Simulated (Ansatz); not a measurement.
Starting cell, Si (space group Ia-3):

```xyz
16
Lattice="-6.5678 6.5678 6.5678 0.0000 0.0000 6.5678 0.0000 6.5678 0.0000" Properties=species:S:1:pos:R:3 pbc="T T T"
Si    -5.8965     7.2390     7.2390
Si    -2.6126     3.9552     3.9552
Si    -0.6713     2.6126     0.6713
Si    -3.9552     5.8965     3.9552
Si    -5.8965    12.4642     9.1803
Si    -2.6126     9.1803     5.8965
Si    -3.9552     7.2390     5.8965
Si    -0.6713     3.9552     2.6126
Si    -3.9552     9.1803     9.1803
Si    -0.6713     5.8965     5.8965
Si    -5.8965    10.5229    12.4642
Si    -2.6126     7.2390     9.1803
Si    -0.6713     0.6713     3.9552
Si    -3.9552     3.9552     7.2390
Si    -2.6126     5.8965     7.2390
Si    -5.8965     9.1803    10.5229
```

The atoms are displaced by Q × the pattern below (from a DFPT mode at H = (0.5, 0.5, 0.5), largest move 1; Q in Å), at fixed cell. It is one choice among 3 degenerate patterns. (q is in reciprocal vectors of the primitive cell; the cell shown is doubled to hold the pattern.)

```json
[
 {"atom": "Si1", "x": "-0.487", "y": "-0.372", "z": "-0.791"},
 {"atom": "Si2", "x": "0.487", "y": "0.372", "z": "0.791"},
 {"atom": "Si3", "x": "0.487", "y": "0.372", "z": "-0.791"},
 {"atom": "Si4", "x": "-0.487", "y": "-0.372", "z": "0.791"},
 {"atom": "Si5", "x": "0.487", "y": "-0.372", "z": "-0.791"},
 {"atom": "Si6", "x": "-0.487", "y": "0.372", "z": "0.791"},
 {"atom": "Si7", "x": "0.487", "y": "-0.372", "z": "0.791"},
 {"atom": "Si8", "x": "-0.487", "y": "0.372", "z": "-0.791"},
 {"atom": "Si9", "x": "0.487", "y": "0.372", "z": "0.791"},
 {"atom": "Si10", "x": "-0.487", "y": "-0.372", "z": "-0.791"},
 {"atom": "Si11", "x": "0.487", "y": "0.372", "z": "-0.791"},
 {"atom": "Si12", "x": "-0.487", "y": "-0.372", "z": "0.791"},
 {"atom": "Si13", "x": "0.487", "y": "-0.372", "z": "-0.791"},
 {"atom": "Si14", "x": "-0.487", "y": "0.372", "z": "0.791"},
 {"atom": "Si15", "x": "0.487", "y": "-0.372", "z": "0.791"},
 {"atom": "Si16", "x": "-0.487", "y": "0.372", "z": "-0.791"}
]
```

Level of theory: LDA (plane waves to 420 eV, PAW, scalar-relativistic; Ansatz, a program for electronic structure). k mesh 10×10×10 (Γ-centred), Fermi-Dirac smearing 0.05 eV. Energies are smeared free energies. Compression counts positive. With partly filled bands, energies and forces of such displacements shift with the k mesh and the smearing. Si was relaxed with its symmetry unable to fall. This is one of several known forms of Si; the measured ambient cells at hand have space group No. 227. ΔE is measured from the undisplaced structure.

```json
[
 {"Q (Å)": "-0.180", "ΔE (eV/cell)": "0.443", "P (GPa)": "-0.5", "−dE/dQ from forces (eV/Å)": "4.716"},
 {"Q (Å)": "-0.150", "ΔE (eV/cell)": "0.312", "P (GPa)": "-0.4", "−dE/dQ from forces (eV/Å)": "4.034"},
 {"Q (Å)": "-0.120", "ΔE (eV/cell)": "0.202", "P (GPa)": "-0.2", "−dE/dQ from forces (eV/Å)": "3.301"},
 {"Q (Å)": "-0.090", "ΔE (eV/cell)": "0.115", "P (GPa)": "-0.1", "−dE/dQ from forces (eV/Å)": "2.518"},
 {"Q (Å)": "-0.060", "ΔE (eV/cell)": "0.051", "P (GPa)": "-0.1", "−dE/dQ from forces (eV/Å)": "1.699"},
 {"Q (Å)": "-0.030", "ΔE (eV/cell)": "0.013", "P (GPa)": "0.0", "−dE/dQ from forces (eV/Å)": "0.857"},
 {"Q (Å)": "0.000", "ΔE (eV/cell)": "0.000", "P (GPa)": "0.0", "−dE/dQ from forces (eV/Å)": "0.000"},
 {"Q (Å)": "0.030", "ΔE (eV/cell)": "0.013", "P (GPa)": "0.0", "−dE/dQ from forces (eV/Å)": "-0.857"},
 {"Q (Å)": "0.060", "ΔE (eV/cell)": "0.051", "P (GPa)": "-0.1", "−dE/dQ from forces (eV/Å)": "-1.699"},
 {"Q (Å)": "0.090", "ΔE (eV/cell)": "0.115", "P (GPa)": "-0.1", "−dE/dQ from forces (eV/Å)": "-2.518"},
 {"Q (Å)": "0.120", "ΔE (eV/cell)": "0.202", "P (GPa)": "-0.2", "−dE/dQ from forces (eV/Å)": "-3.301"},
 {"Q (Å)": "0.150", "ΔE (eV/cell)": "0.312", "P (GPa)": "-0.4", "−dE/dQ from forces (eV/Å)": "-4.034"},
 {"Q (Å)": "0.180", "ΔE (eV/cell)": "0.443", "P (GPa)": "-0.5", "−dE/dQ from forces (eV/Å)": "-4.716"}
]
```

Summary:

| Quantity | Value |
|---|---|
| Energy at Q = 0.180 Å | 443 meV/cell |
| Space group of the distorted cell | Pcca (No. 54), lowered from Ia-3 |
| Symmetry of the curve | even: the same for both signs |
| Shape of the curve | a single well with its minimum at or next to zero displacement |
| Harmonic wavenumber from the curvature (finite differences) | 132 cm⁻¹ |

The 13 points together took about 30 core-minutes (a rough figure).

(A displaced cell: forces are minus the slopes of the energy, force constants its curvatures, and phonons follow from these.)
